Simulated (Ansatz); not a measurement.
## Al₂BC₂: relaxation (Ansatz)

Run with:

```bash
ansatz run input.yaml --threads 2 --pin off --max-ram 3584MiB --backend cpu --events-out ev --progress --plain --runs-dir out
```

The input file (Ansatz 0.2.0, plane waves):

```yaml
crystal:
  lattice:
    - [3.15914, 0.0, 0.0]
    - [-1.57957, 2.735897, 0.0]
    - [0.0, 0.0, 5.441728]
  atoms:
    - { symbol: Al, position: [0.33333, 0.66667, 0.3773] }
    - { symbol: Al, position: [0.66667, 0.33333, 0.6227] }
    - { symbol: C, position: [0.33333, 0.66667, 0.7346] }
    - { symbol: C, position: [0.66667, 0.33333, 0.2654] }
    - { symbol: B, position: [0.0, 0.0, 0.0] }
  symmetry: { tolerance: 0.0003 }
kpoints:
  mp_grid: { grid: [8, 8, 4], shift: [0, 0, 0] }
magnetization:
  spin_polarized: false
scf:
  occupations: { method: fermi_dirac }
  lower_state_search: "off"
hamiltonian:
  pseudopotentials: { kind: paw }
  xc: r2scan
basis:
  ecutwfc: 500
  fft_grid_basis: typed
relax:
  max_steps: 80
output:
  forces: true
  stress: true
  eigenvalues: true
  bader: true
  populations: true
  elf: true
  write_potential: true
  volumetric_format: npy
  dos:
    e_range: [-12, 8]
    de: 0.05
    projected: { site_lists: { Al: [Al], B: [B], C: [C] } }
  write_density: true
checkpoint:
  read: saved_state
```

Origin of the cell: a known structure type with other elements, at an estimated volume, so it need not be a known compound.

The smearing width isn't typed, so it takes its default of 0.1 eV.

The saved state is a converged single point of the same cell.

Steps:

```
step  ΔF (meV/atom)  max force component (eV/Å)  SCF iterations  step was
   1            0.0                       5.886               6  accepted
   2         -145.6                       3.867               6  accepted
   3         -295.8                       0.773               6  accepted
   4         -311.7                       0.187               6  accepted
   5         -312.7                       0.056               5  accepted
   6         -312.9                       0.005               6  accepted
   7         -312.9                       0.005               2  accepted
```

Step 1, with forces in eV/Å:

```xyz
5
Lattice="3.159 0.000 0.000 -1.580 2.736 0.000 0.000 0.000 5.442" Properties=species:S:1:pos:R:3:forces:R:3 pbc="T T T" step=1
Al    0.000    1.824    2.053    0.000    0.000   -5.886
Al    1.580    0.912    3.389    0.000    0.000    5.886
C     0.000    1.824    3.997    0.000    0.000    1.414
C     1.580    0.912    1.444    0.000    0.000   -1.414
B     0.000    0.000    0.000    0.000    0.000    0.000
```

Step 2, with forces in eV/Å:

```xyz
5
Lattice="3.159 0.000 0.000 -1.580 2.736 0.000 0.000 0.000 5.442" Properties=species:S:1:pos:R:3:forces:R:3 pbc="T T T" step=2
Al    0.000    1.824    1.982    0.000    0.000   -3.867
Al    1.580    0.912    3.460    0.000    0.000    3.867
C     0.000    1.824    4.015    0.000    0.000    0.947
C     1.580    0.912    1.427    0.000    0.000   -0.947
B     0.000    0.000    0.000    0.000    0.000    0.000
```

Step 3, with forces in eV/Å:

```xyz
5
Lattice="3.159 0.000 0.000 -1.580 2.736 0.000 0.000 0.000 5.442" Properties=species:S:1:pos:R:3:forces:R:3 pbc="T T T" step=3
Al    0.000    1.824    1.824    0.000    0.000   -0.773
Al    1.580    0.912    3.617    0.000    0.000    0.773
C     0.000    1.824    4.064    0.000    0.000    0.469
C     1.580    0.912    1.378    0.000    0.000   -0.469
B     0.000    0.000    0.000    0.000    0.000    0.000
```

Step 4, with forces in eV/Å:

```xyz
5
Lattice="3.159 0.000 0.000 -1.580 2.736 0.000 0.000 0.000 5.442" Properties=species:S:1:pos:R:3:forces:R:3 pbc="T T T" step=4
Al    0.000    1.824    1.761    0.000    0.000    0.015
Al    1.580    0.912    3.681    0.000    0.000   -0.015
C     0.000    1.824    4.116    0.000    0.000    0.187
C     1.580    0.912    1.326    0.000    0.000   -0.187
B     0.000    0.000    0.000    0.000    0.000    0.000
```

Step 5, with forces in eV/Å:

```xyz
5
Lattice="3.159 0.000 0.000 -1.580 2.736 0.000 0.000 0.000 5.442" Properties=species:S:1:pos:R:3:forces:R:3 pbc="T T T" step=5
Al    0.000    1.824    1.763    0.000    0.000   -0.030
Al    1.580    0.912    3.679    0.000    0.000    0.030
C     0.000    1.824    4.138    0.000    0.000    0.056
C     1.580    0.912    1.303    0.000    0.000   -0.056
B     0.000    0.000    0.000    0.000    0.000    0.000
```

Step 7, with forces in eV/Å:

```xyz
5
Lattice="3.159 0.000 0.000 -1.580 2.736 0.000 0.000 0.000 5.442" Properties=species:S:1:pos:R:3:forces:R:3 pbc="T T T" step=7
Al    0.000    1.824    1.759    0.000    0.000    0.002
Al    1.580    0.912    3.683    0.000    0.000   -0.002
C     0.000    1.824    4.148    0.000    0.000    0.005
C     1.580    0.912    1.293    0.000    0.000   -0.005
B     0.000    0.000    0.000    0.000    0.000    0.000
```

```yaml
Free_energy_lowered_by: 312.9 meV/atom
Final_pressure: 16.29 GPa
Relaxation_steps_listed: 7
```

Caveats: no moments, though an odd count or open d shells may carry them; the SCF threshold is looser than advised for a stress; the given cell is far from equilibrium, with atoms too close or a volume far off; the relaxation held the start's symmetry, so the end may be a saddle point.

It ran for 39 s on 2 threads of Intel(R) Xeon(R) Platinum 8488C (Sapphire Rapids), with other jobs on the host, peak memory 0.58 GiB, from a saved density.
